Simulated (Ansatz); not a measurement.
All numbers below come from DFT PBE, scalar-relativistic, plane waves, PAW in Ansatz. Settings: cutoff 420 eV, Γ-centred meshes spaced at most about 0.3 Å⁻¹, and about 0.25 Å⁻¹ or finer for metals (2π included), Gaussian smearing. No spin polarisation in the final relaxations.

These are static total energies at zero pressure. All come from trial cells, and lower structures may exist.

**Question.** These unrelaxed guesses for Hf₂H₃ are each relaxed within their symmetry. Order them by the energy at which they end, lowest first.
1.

```xyz
5
Lattice="3.6511 0.0000 0.0000 -1.8256 3.1620 0.0000 0.0000 0.0000 6.3312" Properties=species:S:1:pos:R:3 pbc="T T T"
Hf    0.0000    0.0000    4.6986
Hf    0.0000    0.0000    1.6326
H     2.8134    0.4836    3.1656
H     1.8256    2.1947    3.1656
H     0.8377    0.4836    3.1656
```

2.

```xyz
5
Lattice="4.0075 0.0000 0.0000 0.0000 4.0075 0.0000 0.0000 0.0000 4.0075" Properties=species:S:1:pos:R:3 pbc="T T T"
Hf    2.0038    2.0038    2.0038
Hf    0.0000    0.0000    0.0000
H     0.0000    2.0038    2.0038
H     2.0038    0.0000    2.0038
H     2.0038    2.0038    0.0000
```

3.

```xyz
5
Lattice="2.7044 1.5614 2.1707 -2.7044 1.5614 2.1707 0.0000 -3.1228 2.1707" Properties=species:S:1:pos:R:3 pbc="T T T"
Hf    0.0000    0.0000    1.6280
Hf    0.0000    0.0000    4.8840
H     0.6761   -1.1710    3.2560
H     0.6761    1.1710    3.2560
H    -1.3522    0.0000    3.2560
```

4.

```xyz
5
Lattice="3.4666 0.0000 0.0000 -1.7333 3.0022 0.0000 0.0000 0.0000 6.7681" Properties=species:S:1:pos:R:3 pbc="T T T"
Hf    0.0000    0.0000    1.5531
Hf    0.0000    0.0000    5.2151
H     0.0000    2.0015    0.0000
H     1.7333    1.0007    0.0000
H     0.0000    0.0000    3.3841
```

**Answer.** 3 (ends in R32, 0 meV/atom), 2 (ends in Pm-3m, 255 meV/atom), 4 (ends in P6/mmm, 0.62 eV/atom), 1 (ends in P-6m2, 0.75 eV/atom).

Spin–orbit coupling, which can matter for Hf, is left out. With hydrogen, zero-point motion can shift such differences by 10 meV/atom or more. A magnetic state wasn't ruled out in cells without spin, among them R32, Pm-3m, P6/mmm, P-6m2. Cells relaxed within their symmetry can be saddle points. Some candidate types were left out of the draw beforehand, so a known form may be missing.
